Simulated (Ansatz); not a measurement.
**ZnO — field gradients at the nuclei**

The cell is a Materials Project structure (computed, not necessarily an observed phase), taken as it stands.

```
CELL_PARAMETERS angstrom
3.23735 0.00000 0.00000
-1.61868 2.80363 0.00000
0.00000 0.00000 5.22206
ATOMIC_POSITIONS crystal
Zn 0.66667 0.33333 0.50059
Zn 0.33333 0.66667 0.00059
O 0.66667 0.33333 0.87972
O 0.33333 0.66667 0.37972
```

Atoms are numbered from 1 in the order listed; like atoms form one site, named after its first atom.

All values are calculated (Ansatz; DFT, PBE, plane waves and PAW, scalar-relativistic, 420 eV cutoff, Γ-centred 12×12×7 k-points, Fermi–Dirac smearing 0.01 eV), not measured.

Conventions: |V_zz| ≥ |V_yy| ≥ |V_xx|, η = (V_xx − V_yy)/V_zz, C_Q = eQV_zz/h. ν_Q = 3|C_Q|/[2I(2I − 1)].

⁶⁷Zn: I = 5/2, Q = 122.0 mb; ¹⁷O: I = 5/2, Q = -25.58 mb. Quadrupole moments are those of Pyykkö's year-2017 table.

```csv
site,atoms (order as listed),first shell,C_Q (MHz),η,ν_Q (MHz)
Zn,"1, 2",4 O at 1.97–1.98 Å; also 1 O at 3.24 Å,1.23,0.00,0.185
O,"3, 4",4 Zn at 1.97–1.98 Å; also 1 Zn at 3.24 Å,0.068,0.00,0.010
```

An axis of threefold or higher order runs through Zn and O, so V_zz lies along it and η is zero.

At this cell the PBE pressure is 6 GPa, so with PBE the cell would grow if it were relaxed. The entry's cell may itself be off. With a gap of 0.8 eV on this mesh, small gradients can still move by 0.1 × 10²¹ V/m² or more as the k-mesh gets denser.

The run took 9.2 s of wall time (8.8 s of CPU time) and 0.4 GiB at its peak, on 1 thread of Arm Neoverse V2 (aarch64; 8 cores open to the job, memory cap 3.0 GiB, no GPU), a shared host with a load of 0.1 a core.
